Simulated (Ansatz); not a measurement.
## GaN: from a starting cell to a relaxed one

The start is a relaxed GaN cell, doubled along one cell vector, shaken by Gaussian noise of σ = 0.08 Å a coordinate. The structure is fully relaxed (lattice and positions, P = 0) with PBE (plane waves to 420 eV, PAW, scalar-relativistic; Ansatz, an electronic-structure program). The first steps use a coarse 8×8×3 k-mesh.

The start:
```yaml
crystal:
  lattice:
    - [3.21838, 0.00000, 0.00000]
    - [-1.60919, 2.78720, 0.00000]
    - [0.00000, 0.00000, 10.48609]
  atoms:
    - { symbol: Ga, position: [0.67164, 0.34554, 0.00742] }
    - { symbol: Ga, position: [0.67313, 0.33695, 0.50185] }
    - { symbol: Ga, position: [0.30809, 0.63927, 0.23907] }
    - { symbol: Ga, position: [0.34370, 0.62922, 0.75321] }
    - { symbol: N, position: [0.62686, 0.33404, 0.31592] }
    - { symbol: N, position: [0.65280, 0.35770, 0.81829] }
    - { symbol: N, position: [0.32784, 0.71518, 0.06914] }
    - { symbol: N, position: [0.33224, 0.67737, 0.56910] }
```

What pressure does the first self-consistent step give?

+3.6 GPa (positive: the cell is compressed).

By how much does the energy per atom fall from start to end?

0.12 eV/atom.

Does it find its way back to the structure it was made from?

It returns to the parent structure, P6₃mc (No. 186).

Is the relaxed structure metallic? Give its gap.

1.71 eV, direct at Γ (no spin-orbit coupling).

Relaxed structure:

```cif
data_Ga2N2
_chemical_formula_sum 'Ga2 N2'
_space_group_name_H-M_alt 'P63mc'
_space_group_IT_number 186
_space_group_name_Hall 'P 6c -2c'
_cell_length_a 3.21835
_cell_length_b 3.21835
_cell_length_c 5.24318
_cell_angle_alpha 90.000
_cell_angle_beta 90.000
_cell_angle_gamma 120.000
loop_
_atom_site_label
_atom_site_type_symbol
_atom_site_symmetry_multiplicity
_atom_site_Wyckoff_symbol
_atom_site_fract_x
_atom_site_fract_y
_atom_site_fract_z
_atom_site_occupancy
Ga1 Ga 2 b 0.66667 0.33333 0.49314 1
N1 N 2 b 0.33333 0.66667 0.36986 1
```

Final values are on a 12×12×6 k-mesh of the relaxed cell. No spin polarisation in the result.
